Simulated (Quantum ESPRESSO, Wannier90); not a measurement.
# Tight-binding from DFT: Ba(MgP)2 (P-3m1)

```
begin unit_cell_cart
ang
    4.3742801718    0.0000000000    0.0000000000
   -2.1871400859    3.7882377520    0.0000000000
    0.0000000000    0.0000000000    7.6266900000
end unit_cell_cart
begin atoms_frac
Ba   0.0000000000  0.0000000000  0.0000000000
Mg  -0.3333333333  0.3333333333  0.3781400000
Mg   0.3333333333 -0.3333333333 -0.3781400000
P   -0.3333333333  0.3333333333 -0.2787500000
P    0.3333333333 -0.3333333333  0.2787500000
end atoms_frac
```

Cell from Materials Project (mp-8278), symmetrised, no further relaxation. Not found in the COD (Crystallography Open Database) copy used; not checked further. Method: PBEsol plane waves in Quantum ESPRESSO 7.5 (PseudoDojo norm-conserving files, 68 Ry, spinors with spin-orbit coupling), Bloch states on a 4×4×4 mesh through Γ, Wannier90 4.0.1. Density: 12×12×4 mesh, Gaussian smearing 0.01 Ry.

Bands 25-40 form an isolated set from -9.57 to 0.00 eV relative to the valence-band maximum (on the path) and are turned into 16 Wannier functions by minimising the spread from the start: SCDM (isolated).

Centres (Cartesian, Å; one of the equivalent choices) and spreads:

```json
[
 {"n": "1", "x": "-2.187", "y": "0.605", "z": "-1.927", "spread (Å²)": "2.423", "nearest atom": "P4"},
 {"n": "2", "x": "1.618", "y": "-1.592", "z": "1.926", "spread (Å²)": "2.423", "nearest atom": "P5"},
 {"n": "3", "x": "2.757", "y": "-1.592", "z": "1.926", "spread (Å²)": "2.423", "nearest atom": "P5"},
 {"n": "4", "x": "-1.618", "y": "1.592", "z": "-1.926", "spread (Å²)": "2.423", "nearest atom": "P4"},
 {"n": "5", "x": "2.187", "y": "-0.605", "z": "1.926", "spread (Å²)": "2.423", "nearest atom": "P5"},
 {"n": "6", "x": "-2.757", "y": "1.592", "z": "-1.926", "spread (Å²)": "2.423", "nearest atom": "P4"},
 {"n": "7", "x": "2.187", "y": "-1.263", "z": "2.771", "spread (Å²)": "2.427", "nearest atom": "P5"},
 {"n": "8", "x": "-2.187", "y": "1.263", "z": "-2.771", "spread (Å²)": "2.427", "nearest atom": "P4"},
 {"n": "9", "x": "1.616", "y": "1.591", "z": "-1.930", "spread (Å²)": "2.421", "nearest atom": "P4"},
 {"n": "10", "x": "-2.189", "y": "0.604", "z": "-1.930", "spread (Å²)": "2.421", "nearest atom": "P4"},
 {"n": "11", "x": "1.618", "y": "-1.592", "z": "1.927", "spread (Å²)": "2.423", "nearest atom": "P5"},
 {"n": "12", "x": "2.187", "y": "-1.263", "z": "2.771", "spread (Å²)": "2.427", "nearest atom": "P5"},
 {"n": "13", "x": "-2.187", "y": "-0.605", "z": "1.926", "spread (Å²)": "2.423", "nearest atom": "P5"},
 {"n": "14", "x": "0.005", "y": "-2.523", "z": "-2.771", "spread (Å²)": "2.427", "nearest atom": "P4"},
 {"n": "15", "x": "0.569", "y": "2.197", "z": "1.926", "spread (Å²)": "2.423", "nearest atom": "P5"},
 {"n": "16", "x": "4.942", "y": "-2.198", "z": "-1.920", "spread (Å²)": "2.426", "nearest atom": "P4"}
]
```

Ω_I = 33.39 Å², Ω_total = 38.78 Å²; the interpolated bands follow pw.x to 24 meV rms on the path. It is the lowest total spread that any start reached here.
